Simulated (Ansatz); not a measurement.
# Does this entry for MgH2 lie near equilibrium?

The cell is a Materials Project structure (computed, not necessarily an observed phase), taken as it stands.

```cif
data_MgH2
_symmetry_space_group_name_H-M 'Pbca'
_symmetry_Int_Tables_number 61
_cell_length_a 4.7219
_cell_length_b 9.3058
_cell_length_c 4.8703
_cell_angle_alpha 90.000
_cell_angle_beta 90.000
_cell_angle_gamma 90.000
loop_
_atom_site_label
_atom_site_type_symbol
_atom_site_symmetry_multiplicity
_atom_site_Wyckoff_symbol
_atom_site_fract_x
_atom_site_fract_y
_atom_site_fract_z
Mg Mg 8 c 0.2748 0.1178 0.0286
H9 H 8 c 0.5114 0.4748 0.2422
H13 H 8 c 0.3363 0.7038 0.3777
```

One atom of each set is listed.

All values are calculated (Ansatz; DFT, PBE, plane waves and PAW, scalar-relativistic, 420 eV cutoff, Γ-centred 6×3×6 k-points, Fermi–Dirac smearing 0.02 eV), not measured.

Q: Do the atoms and the cell lie near the calculated equilibrium?

A: Yes. The largest force is 0.061 eV/Å, on atom 2 (Mg: 7 H at 1.89–2.16 Å), and the pressure is 1.3 GPa.
